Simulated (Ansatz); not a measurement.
# LaHg$_{2}$: pressure against volume, fitted

```xyz
3
Lattice="4.9600 0.0000 0.0000 -2.4800 4.2955 0.0000 0.0000 0.0000 3.6500" Properties=species:S:1:pos:R:3 pbc="T T T"
La    0.0000    0.0000    0.0000
Hg    0.0000    2.8637    1.6425
Hg    2.4800    1.4318    2.0075
```

Atom numbers follow the list: La1, Hg2, Hg3.

The cell is COD entry 1538192, as deposited and not checked against the literature; nothing was relaxed.

Spin–orbit coupling is left out, though it moves levels of the heavy atoms by tenths of an eV or more.

Method: DFT, PBEsol, all-electron LAPW, scalar-relativistic in Ansatz 0.2.0.

The runs use a Γ-centred 10×10×11 k mesh, Fermi–Dirac smearing of 0.03 eV, basis error target 0.5 meV/atom, no spin polarisation.

The cell is scaled evenly. Fractional coordinates are held (clamped ions).

```csv
V (Å³/atom),P (GPa)
24.367,3.91
24.885,2.16
25.403,0.61
25.663,-0.09
25.922,-0.75
26.181,-1.37
26.440,-1.95
26.959,-3.01
```

(1) Fit a third-order Birch–Murnaghan curve to the pressures.

(2) Predict the pressure at the withheld volume, 27.477 Å³/atom.

## Answers

(1) P = (3B0/2)(y^(7/2) − y^(5/2))[1 + (3/4)(B0′ − 4)(y − 1)] with y = (V0/V)^(2/3) fits within 0.01 GPa for V0 = 25.628 Å³/atom, B0 = 67.9 GPa and B0′ = 5.23.

(2) There y = 0.9546, so the fit gives -3.94 GPa; the run gave -3.94 GPa.
